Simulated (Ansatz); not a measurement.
**Lattice vibrations of HfBi₃O at Γ**

Level of theory: Ansatz 0.2.0, DFT PBE, scalar-relativistic, plane waves, PAW. Cutoff 420 eV, 8×8×2 k-points (Γ-centred), Gaussian smearing of 0.10 eV. No spin polarisation. Phonons by linear response, acoustic sum rule imposed.

Relaxed structure:
```
CELL_PARAMETERS angstrom
3.63104 0.00000 0.00000
0.00000 3.63104 0.00000
0.00000 0.00000 19.82662
ATOMIC_POSITIONS crystal
Hf 0.00000 0.50000 0.94048
Hf 0.50000 0.00000 0.05952
Bi 0.50000 0.00000 0.57109
Bi 0.50000 0.00000 0.83684
Bi 0.00000 0.50000 0.67181
Bi 0.00000 0.50000 0.42891
Bi 0.00000 0.50000 0.16316
Bi 0.50000 0.00000 0.32819
O 0.50000 0.50000 0.00000
O 0.00000 0.00000 0.00000
```

It was reached by relaxing an invented guess, and it needn't be the stable form of this composition. In a metal, frequencies depend on the k mesh and the smearing, soft modes most. Spin–orbit coupling is left out, which matters for heavy elements. No dispersion correction is applied, so modes and constants that involve weak contacts between layers, chains or molecules come out too soft.

Problem. Is this structure stable against zone-centre distortions?

Solution. Yes, at Γ: no optical mode is imaginary. Strains and other wave vectors aren't tested by this run.

Problem. List the optical modes at Γ (i marks imaginary ones).

Solution.
```csv
frequency (cm⁻¹),degeneracy
10,2
16,1
16,2
30,1
40,2
52,2
54,2
56,2
64,1
78,1
82,1
89,1
95,2
185,1
347,1
359,2
361,1
555,2
```
